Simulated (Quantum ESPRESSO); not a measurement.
# SnHf2Mg3GaY: finding a planted mistake in a log

Computed values, not a measurement. The program is pw.x of Quantum ESPRESSO 7.5 (plane-wave density functional theory). The cell is made up: eight metal atoms on a hexagonal close-packed lattice, with elements, volume, strain and displacements drawn at random and not relaxed, so it may be unstable or far from any real phase. PseudoDojo standard norm-conserving files set the functional (PBE unless stated); there is no spin polarisation or spin-orbit coupling, the Fermi-Dirac width of 0.25 eV means electrons at about 2900 K, and the masses in the input are unused placeholders. The tin pseudopotential is less sure than most, with forces differing by about three percent from a second method on plain tin. Heavy elements are run without spin-orbit coupling, which real alloys of them have. A spin test at this wide smearing found no moment, but such smearing suppresses magnetism that the real alloy may have.

Intended input:

```
&control calculation='scf', pseudo_dir='./dojo.nc.sr.pbe.v0_5.standard.upf', outdir='./o', disk_io='minimal', tprnfor=.true., tstress=.true. /
&system ibrav=0, nat=8, ntyp=5, nbnd=58, ecutwfc=84.00895049, nosym=.true., tot_charge=0,
 occupations='smearing', smearing='fd', degauss=0.0183746611
/
&electrons conv_thr=1.470e-08, electron_maxstep=70, mixing_beta=0.5 /
ATOMIC_SPECIES
Ga 1.0 Ga.upf
Hf 1.0 Hf.upf
Mg 1.0 Mg.upf
Sn 1.0 Sn.upf
Y 1.0 Y.upf
CELL_PARAMETERS angstrom
-3.1636 0.0 0.0
0.0 0.0 -4.9653
0.0 -10.9589 0.0
ATOMIC_POSITIONS angstrom
Sn 0.0677 0.083 0.0361
Hf 0.2173 -5.384 0.027
Mg -0.0531 -3.5588 -2.3379
Hf -0.0676 -9.1142 -2.4371
Mg -1.5477 -2.6044 0.0422
Ga -1.6854 -8.0867 -0.0499
Y -1.638 -0.9432 -2.5177
Mg -1.6301 -6.4433 -2.419
K_POINTS automatic
7 5 2 1 1 1
```

The log is shortened where brackets say so; the opening notice, blank lines, dates and the lines on written files are dropped, and the path of the files is cut. It prints rydbergs, bohrs and kilobars, and counts compression as positive stress. Its total energy is the free energy E - TS of the whole cell.

Log of the intended run:

```
     Program PWSCF v.7.5
     Parallel version (MPI & OpenMP), running on       4 processor cores
     Number of MPI processes:                 4
     Threads/MPI process:                     1
     [start-up lines left out]
     bravais-lattice index     =            0
     lattice parameter (alat)  =       5.9783  a.u.
     unit-cell volume          =    1161.6910 (a.u.)^3
     number of atoms/cell      =            8
     number of atomic types    =            5
     number of electrons       =        92.00
     number of Kohn-Sham states=           58
     kinetic-energy cutoff     =      84.0090  Ry
     charge density cutoff     =     336.0358  Ry
     scf convergence threshold =      1.5E-08
     mixing beta               =       0.5000
     number of iterations used =            8  plain     mixing
     Exchange-correlation= PBE
                           (   1   4   3   4   0   0   0)
     [axes and pseudopotential details left out]
   Cartesian axes
     site n.     atom                  positions (alat units)
         1        Sn     tau(   1) = (   0.0213997   0.0262359   0.0114111  )
         2        Hf     tau(   2) = (   0.0686876  -1.7018586   0.0085346  )
         3        Mg     tau(   3) = (  -0.0167847  -1.1249210  -0.7389999  )
         4        Hf     tau(   4) = (  -0.0213681  -2.8809584  -0.7703566  )
         5        Mg     tau(   5) = (  -0.4892211  -0.8232393   0.0133392  )
         6        Ga     tau(   6) = (  -0.5327475  -2.5561702  -0.0157732  )
         7        Y      tau(   7) = (  -0.5177646  -0.2981414  -0.7958339  )
         8        Mg     tau(   8) = (  -0.5152674  -2.0366987  -0.7646352  )
     number of k points=    35  Fermi-Dirac smearing, width (Ry)=  0.0184
                       cart. coord. in units 2pi/alat
        k(    1) = (  -0.0714286  -0.0721697  -0.0637142), wk =   0.0571429
        k(    2) = (  -0.0714286   0.0721697  -0.0637142), wk =   0.0571429
     [further k points left out]
     Dense  grid:   120957 G-vectors     FFT dimensions: (  36,  60, 125)
     Estimated max dynamical RAM per process >     321.88 MB
     Estimated total dynamical RAM >       1.17 GB
     Initial potential from superposition of free atoms
     starting charge      91.9852, renormalised to      92.0000
     Starting wfcs are   63 randomized atomic wfcs
     total cpu time spent up to now is        5.1 secs
     per-process dynamical memory:   231.5 Mb
     Self-consistent Calculation
     iteration #  1     ecut=    84.01 Ry     beta= 0.50
     Davidson diagonalization with overlap
     ethr =  1.00E-02,  avg # of iterations =  4.3
     total cpu time spent up to now is       16.0 secs
     total energy              =    -973.39121603 Ry
     estimated scf accuracy    <       1.27938996 Ry
     iteration #  2     ecut=    84.01 Ry     beta= 0.50
     Davidson diagonalization with overlap
     ethr =  1.39E-03,  avg # of iterations =  7.1
     total cpu time spent up to now is       38.2 secs
     total energy              =    -971.64287303 Ry
     estimated scf accuracy    <      58.12310416 Ry
     [iterations 3 to 13 left out]
     iteration # 14     ecut=    84.01 Ry     beta= 0.50
     Davidson diagonalization with overlap
     ethr =  1.72E-10,  avg # of iterations =  2.0
     total cpu time spent up to now is      184.6 secs
     total energy              =    -974.21128235 Ry
     estimated scf accuracy    <       0.00000009 Ry
     iteration # 15     ecut=    84.01 Ry     beta= 0.50
     Davidson diagonalization with overlap
     ethr =  1.01E-10,  avg # of iterations =  2.0
     total cpu time spent up to now is      194.4 secs
     End of self-consistent calculation
     [lines on levels left out]
!    total energy              =    -974.21128235 Ry
     estimated scf accuracy    <          8.8E-09 Ry
     smearing contrib. (-TS)   =      -0.08930061 Ry
     internal energy E=F+TS    =    -974.12198174 Ry
     The total energy is F=E-TS. E is the sum of the following terms:
     one-electron contribution =    -433.94434605 Ry
     hartree contribution      =     245.37869293 Ry
     xc contribution           =    -206.72470130 Ry
     ewald contribution        =    -578.83162732 Ry
     convergence has been achieved in  15 iterations
     Forces acting on atoms (cartesian axes, Ry/au):
     atom    1 type  4   force =    -0.01066173    0.01249789   -0.01802377
     atom    2 type  2   force =    -0.02364193   -0.02215943    0.01503934
     atom    3 type  3   force =    -0.00387076   -0.04253257   -0.01840918
     atom    4 type  2   force =     0.00221108    0.02366717   -0.00733547
     atom    5 type  3   force =     0.00597430   -0.03180089   -0.00097780
     atom    6 type  1   force =     0.00800380    0.01005524    0.01164120
     atom    7 type  5   force =     0.00414305    0.04237675    0.02814232
     atom    8 type  3   force =     0.01784220    0.00789583   -0.01007663
     Total force =     0.095333     Total SCF correction =     0.000394
     Computing stress (Cartesian axis) and pressure
          total   stress  (Ry/bohr**3)                   (kbar)     P=       42.33
   0.00027458  -0.00008770   0.00000137           40.39      -12.90        0.20
  -0.00008770   0.00028480  -0.00002262          -12.90       41.90       -3.33
   0.00000137  -0.00002262   0.00030390            0.20       -3.33       44.70
     init_run     :      4.57s CPU      4.87s WALL (       1 calls)
     electrons    :    188.24s CPU    189.40s WALL (       1 calls)
     forces       :      1.87s CPU      1.91s WALL (       1 calls)
     stress       :      6.06s CPU      6.07s WALL (       1 calls)
     [timing details left out]
     PWSCF        :   3m20.98s CPU   3m22.68s WALL
     JOB DONE.
```

A second run was made from an input with one planted mistake. Its log:

```
     Program PWSCF v.7.5
     Parallel version (MPI & OpenMP), running on       4 processor cores
     Number of MPI processes:                 4
     Threads/MPI process:                     1
     [start-up lines left out]
     bravais-lattice index     =            0
     lattice parameter (alat)  =       5.9783  a.u.
     unit-cell volume          =    1161.6910 (a.u.)^3
     number of atoms/cell      =            8
     number of atomic types    =            5
     number of electrons       =        92.00
     number of Kohn-Sham states=           58
     kinetic-energy cutoff     =      84.0090  Ry
     charge density cutoff     =     336.0358  Ry
     scf convergence threshold =      1.5E-08
     mixing beta               =       0.5000
     number of iterations used =            8  plain     mixing
     Exchange-correlation= PBE
                           (   1   4   3   4   0   0   0)
     [axes and pseudopotential details left out]
   Cartesian axes
     site n.     atom                  positions (alat units)
         1        Sn     tau(   1) = (   0.0213997   0.0262359   0.0114111  )
         2        Hf     tau(   2) = (   0.0686876  -1.7018586   0.0085346  )
         3        Mg     tau(   3) = (  -0.0167847  -1.1691744  -0.7389999  )
         4        Hf     tau(   4) = (  -0.0213681  -2.8809584  -0.7703566  )
         5        Mg     tau(   5) = (  -0.4892211  -0.8232393   0.0133392  )
         6        Ga     tau(   6) = (  -0.5327475  -2.5561702  -0.0157732  )
         7        Y      tau(   7) = (  -0.5177646  -0.2981414  -0.7958339  )
         8        Mg     tau(   8) = (  -0.5152674  -2.0366987  -0.7646352  )
     number of k points=    35  Fermi-Dirac smearing, width (Ry)=  0.0184
                       cart. coord. in units 2pi/alat
        k(    1) = (  -0.0714286  -0.0721697  -0.0637142), wk =   0.0571429
        k(    2) = (  -0.0714286   0.0721697  -0.0637142), wk =   0.0571429
     [further k points left out]
     Dense  grid:   120957 G-vectors     FFT dimensions: (  36,  60, 125)
     Estimated max dynamical RAM per process >     321.88 MB
     Estimated total dynamical RAM >       1.17 GB
     Initial potential from superposition of free atoms
     starting charge      91.9852, renormalised to      92.0000
     Starting wfcs are   63 randomized atomic wfcs
     total cpu time spent up to now is        8.0 secs
     per-process dynamical memory:   231.6 Mb
     Self-consistent Calculation
     iteration #  1     ecut=    84.01 Ry     beta= 0.50
     Davidson diagonalization with overlap
     ethr =  1.00E-02,  avg # of iterations =  4.3
     total cpu time spent up to now is       22.6 secs
     total energy              =    -973.53023783 Ry
     estimated scf accuracy    <       1.08545766 Ry
     iteration #  2     ecut=    84.01 Ry     beta= 0.50
     Davidson diagonalization with overlap
     ethr =  1.18E-03,  avg # of iterations =  7.2
     total cpu time spent up to now is       37.3 secs
     total energy              =    -971.86565392 Ry
     estimated scf accuracy    <      52.55512184 Ry
     [iterations 3 to 13 left out]
     iteration # 14     ecut=    84.01 Ry     beta= 0.50
     Davidson diagonalization with overlap
     ethr =  3.26E-10,  avg # of iterations =  1.9
     total cpu time spent up to now is      182.1 secs
     total energy              =    -974.21868444 Ry
     estimated scf accuracy    <       0.00000010 Ry
     iteration # 15     ecut=    84.01 Ry     beta= 0.50
     Davidson diagonalization with overlap
     ethr =  1.06E-10,  avg # of iterations =  2.0
     total cpu time spent up to now is      196.8 secs
     End of self-consistent calculation
     [lines on levels left out]
!    total energy              =    -974.21868445 Ry
     estimated scf accuracy    <          6.5E-09 Ry
     smearing contrib. (-TS)   =      -0.08871537 Ry
     internal energy E=F+TS    =    -974.12996908 Ry
     The total energy is F=E-TS. E is the sum of the following terms:
     one-electron contribution =    -433.27822869 Ry
     hartree contribution      =     245.05167028 Ry
     xc contribution           =    -206.72342536 Ry
     ewald contribution        =    -579.17998530 Ry
     convergence has been achieved in  15 iterations
     Forces acting on atoms (cartesian axes, Ry/au):
     atom    1 type  4   force =    -0.01062406    0.01276731   -0.01775082
     atom    2 type  2   force =    -0.02178279   -0.02789140    0.01840284
     atom    3 type  3   force =    -0.00609799   -0.01348299   -0.02108255
     atom    4 type  2   force =     0.00223621    0.02278853   -0.00734175
     atom    5 type  3   force =     0.00644194   -0.03460112   -0.00257628
     atom    6 type  1   force =     0.00806829    0.01008291    0.01164020
     atom    7 type  5   force =     0.00437323    0.02672427    0.02876396
     atom    8 type  3   force =     0.01738517    0.00361250   -0.01005561
     Total force =     0.083357     Total SCF correction =     0.000287
     Computing stress (Cartesian axis) and pressure
          total   stress  (Ry/bohr**3)                   (kbar)     P=       40.71
   0.00025190  -0.00008767   0.00000323           37.06      -12.90        0.48
  -0.00008767   0.00025490  -0.00002663          -12.90       37.50       -3.92
   0.00000323  -0.00002663   0.00032351            0.48       -3.92       47.59
     init_run     :      7.10s CPU      7.52s WALL (       1 calls)
     electrons    :    187.20s CPU    188.91s WALL (       1 calls)
     forces       :      3.02s CPU      3.08s WALL (       1 calls)
     stress       :     10.13s CPU     10.17s WALL (       1 calls)
     [timing details left out]
     PWSCF        :   3m27.96s CPU   3m30.37s WALL
     JOB DONE.
```

Question: the log repeats what the program read. Compare it with the intended run: what was wrong in the second input?

Answer: one coordinate of one atom is wrong. The input lines that differ:

```
- Mg -0.0531 -3.5588 -2.3379
+ Mg -0.0531 -3.6988 -2.3379
```

```
                                            intended run  run with the mistake
                          free energy (eV)    -13254.820            -13254.920
         entropy term -TS, part of it (eV)        -1.215                -1.207
                            pressure (GPa)          4.23                  4.07
size of the largest force component (eV/Å)         1.094                 0.890
largest change of a force component (eV/Å)                               0.747
                                iterations            15                    15
```

For scale, a rerun of the intended cell at a higher cutoff and on a denser mesh moved values by no more than 0.011 eV in energy, 0.17 GPa in stress and 0.020 eV/Å in force, and a second program with other atomic files agreed on that cell to 2 % rms in force and 0.5 GPa in pressure.